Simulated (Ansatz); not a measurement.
InAs:
```yaml
crystal:
  lattice:
    - [4.25013, 0.00000, 0.00000]
    - [-2.12506, 3.68072, 0.00000]
    - [0.00000, 0.00000, 6.98881]
  atoms:
    - { symbol: In, position: [0.66667, 0.33333, 0.50063] }
    - { symbol: In, position: [0.33333, 0.66667, 0.00063] }
    - { symbol: As, position: [0.66667, 0.33333, 0.87487] }
    - { symbol: As, position: [0.33333, 0.66667, 0.37487] }
```

This is the LDA-relaxed structure.

Problem. All from LDA in the plane-wave PAW code Ansatz, unless another level is named. Estimate the bulk modulus (Birch–Murnaghan fit).

Solution. 59.8 GPa.

Problem. What about the highest zone-centre frequency?

Solution. 26.9 meV.

Space group P6_3mc (wurtzite). The workflow started from a Materials Project entry (that database holds measured and hypothetical structures alike); the Crystallography Open Database copy checked does not list it. It is not the phase usual at ambient conditions (space group No. 216). The cell was relaxed with LDA under the symmetry of its start; whether a distortion lowers the energy is not shown.

Potentials: the later of the program's two PAW sets.
